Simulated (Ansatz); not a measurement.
YSi2 (fluorite, Fm-3m), PBE (plane waves, PAW; program Ansatz), all energies at zero smearing, with the estimated change up to a 700 eV cutoff added, with one set of potentials and settings (totals compare only within such a set). Cell of 3 atoms (1 Y, 2 Si): -5119.713 eV.

```
element                reference phase  E (eV/atom)
-------  -----------------------------  -----------
Y        P6_3/mmc, 2 atoms in the cell   -3848.6668
Si          Fd-3m, 2 atoms in the cell    -635.8096
```

Formation energy per atom, worked out: (-5119.713 − 1×(-3848.6668) − 2×(-635.8096))/3 = 0.191 eV/atom (18 kJ per mol of atoms), at 0 K, without zero-point energy or fitted corrections.

A made-up cell: these elements were put on the sites of a structure type; neither database checked (COD, Materials Project) lists it. COD files the formula under space group No. 191, so this cell is another polymorph or a model. Whether it is the stable phase at ambient conditions was not checked. Symmetry was held in the PBE relaxation; its stability against distortions is not shown here. No spin polarisation was allowed. The references are the lowest solids computed at this level, not always the standard phases.

Potentials: the later of the program's two PAW sets.
